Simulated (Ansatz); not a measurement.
The cell below belongs to a search over invented structures; it isn't taken from experiment.

Input and command of a plane-wave DFT calculation in Ansatz:

```yaml
crystal:
  lattice:
    - [-3.5874538708, 3.5874538708, 1.6073659169]
    - [3.5874538708, -3.5874538708, 1.6073659169]
    - [3.5874538708, 3.5874538708, -1.6073659169]
  atoms:
    - { symbol: Mo, position: [0.0, 0.0, 0.0] }
    - { symbol: W, position: [0.2001649198, 0.5998270594, 0.7999919792] }
    - { symbol: W, position: [0.4001729406, 0.2001649198, 0.6003378604] }
    - { symbol: W, position: [0.5998270594, 0.7998350802, 0.3996621396] }
    - { symbol: W, position: [0.7998350802, 0.4001729406, 0.2000080208] }
basis:
  ecutwfc: 420
kpoints:
  mp_grid: { grid: [10, 10, 10] }
hamiltonian:
  xc: pbe
scf:
  occupations: { method: gaussian, width: 0.1 }
output:
  forces: true
  stress: true
  eigenvalues: true
relax:
  adjacent_minimum: "off"
  f_tol: 0.01
  max_steps: 30
  cell: { stress_tol: 0.1, fix: [volume] }
```

```bash
ansatz run input.yaml --threads 1 --pin off --max-ram 2560MiB --backend cpu --events-out ev --progress --plain --runs-dir out
```

Processor: AMD EPYC 7R43 64-Core Processor (Zen 3), 1 thread, on a host shared with other jobs.

Estimate time, memory and problem size.

About 95 s, peak memory 0.69 GiB. It solves 42 bands at 144 k points (after reduction by symmetry) with about 1617 plane waves, in 24 SCF iterations over 4 ionic steps.
